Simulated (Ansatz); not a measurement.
ZrCu$_{5}$ (space group F-43m)

```
ZrCu5
1.0
    0.00000     3.39430     3.39430
    3.39430     0.00000     3.39430
    3.39430     3.39430     0.00000
Zr Cu
1 5
Direct
  0.00000   0.00000   0.00000
  0.25000   0.25000   0.25000
  0.62422   0.62422   0.62422
  0.62422   0.62422   0.12735
  0.62422   0.12735   0.62422
  0.12735   0.62422   0.62422
```

The volume is varied about the relaxed value V₀ at fixed cell shape. The atoms relax within the cell's symmetry.

Method: PBEsol (plane waves to 420 eV, PAW, scalar-relativistic; Ansatz, a program for electronic structure). k mesh 12×12×12 (Γ-centred), Fermi-Dirac smearing 0.05 eV. E stands for the smeared free energy. ZrCu5 is run without spin polarisation. ZrCu5 was relaxed with its symmetry unable to fall. The zero of ΔE is the relaxed starting cell. The last digit holds for this mesh only.

```json
[
 {"V (Å³/atom)": "10.950", "ΔE (meV/atom)": "231.2"},
 {"V (Å³/atom)": "11.367", "ΔE (meV/atom)": "137.9"},
 {"V (Å³/atom)": "11.784", "ΔE (meV/atom)": "72.4"},
 {"V (Å³/atom)": "12.201", "ΔE (meV/atom)": "30.1"},
 {"V (Å³/atom)": "12.618", "ΔE (meV/atom)": "7.1"},
 {"V (Å³/atom)": "13.036", "ΔE (meV/atom)": "0.0"},
 {"V (Å³/atom)": "13.453", "ΔE (meV/atom)": "6.2"},
 {"V (Å³/atom)": "13.870", "ΔE (meV/atom)": "23.6"},
 {"V (Å³/atom)": "14.287", "ΔE (meV/atom)": "50.1"},
 {"V (Å³/atom)": "14.704", "ΔE (meV/atom)": "84.3"},
 {"V (Å³/atom)": "15.121", "ΔE (meV/atom)": "124.8"}
]
```

Task: What is the fitted pressure derivative B₀′?

Result: 4.7.

Task: What bulk modulus B₀ follows from a third-order Birch-Murnaghan fit?

Result: 159 GPa. Check by three points about V = 13.036 Å³/atom, step 0.834: d²E/dV² ≈ (30 − 2·0 + 24) meV / 0.834² = 0.0776 eV/Å⁶, and V·d²E/dV² × 160.2 = 162 GPa.

(A scan under strain: stresses follow from slopes of the energy per volume, elastic moduli from its curvatures.)
